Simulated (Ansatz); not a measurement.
## Computed properties of Ga$_{3}$Ni$_{2}$

Ga3Ni2:
```xyz
5
Lattice="4.0229 0.0000 0.0000 -2.0114 3.4839 0.0000 0.0000 0.0000 4.8497" Properties=species:S:1:pos:R:3 pbc="T T T"
Ga     2.0114     1.1613     1.7429
Ga     0.0000     2.3226     3.1068
Ga     0.0000     0.0000     0.0000
Ni     2.0114     1.1613     4.1607
Ni     0.0000     2.3226     0.6890
```

Space group P-3m1 (No. 164), La2O3 or Ni2Al3 type; conventional cell a = 4.0229 Å, b = 4.0229 Å, c = 4.8497 Å, α = 90.00°, β = 90.00°, γ = 120.00°.

Method: DFT-r²SCAN in the program Ansatz with PAW potentials. The cell and atoms are relaxed at this level. Other levels are named where they apply.

Cell and energy:

- Volume per atom = 13.59 Å³
- Density = 7.98 g/cm³
- Formation energy from the elements (no fitted shifts) = -41 kJ/mol of atoms

Electronic structure:

Electronic character: metallic (no gap)
Density of states at the Fermi level: 0.26 states/eV per atom (mean over ±0.08 eV)

The workflow started from a Materials Project entry (that database holds measured and hypothetical structures alike); the Crystallography Open Database files this formula in space group No. 164, but the cells were not matched. Its standing as an ambient phase is unchecked. Symmetry was held in the r²SCAN relaxation; its stability against distortions is not shown here. No spin polarisation was allowed. Axis ratios of metals converge slowly with the k-mesh, so a and c are less sure than the volume. The references are the lowest solids computed at this level, not always the standard phases. Spin–orbit coupling is left out wherever it is not named.

Potentials: the earlier of the program's two PAW sets.
